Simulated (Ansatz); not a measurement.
Relaxed candidate structures of Na2Te:

A. F-43m (No. 216), cF12; a = b = c = 7.084 Å, α = β = γ = 90.00°; Te 4d (0.750, 0.750, 0.750); Na 4c (0.250, 0.250, 0.250); Na 4a (0.000, 0.000, 0.000)

B. Fm-3m (No. 225), cF12, anti-fluorite type; a = b = c = 7.2779 Å, α = β = γ = 90.00°; Na 8c (0.250, 0.250, 0.250); Te 4a (0.000, 0.000, 0.000)

Q: Rank these by energy per atom (lowest first), as r2SCAN (plane waves to 500 eV, PAW, scalar-relativistic; Ansatz, an electronic-structure program) gives it.

A: B (reference, the lowest of the structures calculated here), A (+0.186 eV/atom)

Q: Give each candidate's band gap.

A: No candidate is metallic. A: 2.42 eV (no spin-orbit coupling); B: 2.67 eV (no spin-orbit coupling).

Each run could gain symmetry but not lose that of its start, so entries can be saddle points. From databases, or of a type measured for this composition: Fm-3m, cF12, anti-fluorite type; the others are generated cells (placed on structure types, drawn at random, substituted or restacked) that were not matched to a known phase here. Energies are at zero temperature and pressure, without zero-point motion. No spin polarisation in the result. Without spin-orbit coupling the bands of the heavy element are not split, so the gap can be far off.
